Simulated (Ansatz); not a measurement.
HfO$_{2}$:
```xyz
3
Lattice="3.2398 0.0000 0.0000 -1.6199 2.8057 0.0000 0.0000 0.0000 4.6638" Properties=species:S:1:pos:R:3 pbc="T T T"
Hf     0.0000     0.0000     0.0000
O      0.0000     1.8705     0.9721
O      1.6199     0.9352     3.6917
```

Relaxed with PBE+D3(BJ). Special points in fractions of this cell's reciprocal vectors: Γ (0.000, 0.000, 0.000); M (0.500, 0.000, 0.000); K (0.333, 0.333, 0.000); A (0.000, 0.000, 0.500); L (0.500, 0.000, 0.500); H (0.333, 0.333, 0.500).

**Question.** List the band energies nearest the valence-band maximum at these points for DFT-PBE+D3(BJ) in the program Ansatz with PAW potentials.

**Answer.** In eV from the valence-band maximum; about four levels below and three above (degenerate sets whole), none deeper than 8.9 eV; points with the same levels are listed once.

| k | below | above |
|---|---|---|
| Γ | -3.74 -3.74 -0.31 -0.31 -0.09 | 5.07 5.07 5.11 |
| M | -1.72 -1.62 -1.16 -0.87 | 4.48 5.80 7.06 |
| K | -2.90 -2.90 -1.37 -1.37 -0.64 | 4.53 6.21 6.21 |
| A | -2.97 -1.33 -0.39 -0.39 | 4.98 4.98 6.09 |
| L | -2.19 -1.31 -1.02 -0.23 | 4.89 6.15 7.03 |
| H | -2.92 -1.11 -1.11 -0.97 | 5.35 6.38 6.38 |

Space group P-3m1 (CdI2 type). The cell is a constructed one: a structure type filled with these elements; neither database checked (COD, Materials Project) lists it. It is not the phase usual at ambient conditions (space group No. 14, 29). The cell was relaxed with PBE+D3(BJ) under the symmetry of its start; whether a distortion lowers the energy is not shown. The run is not spin-polarised. Scalar-relativistic: spin–orbit coupling is off unless named, which matters more the heavier the elements.

Potentials: the earlier of the program's two PAW sets.
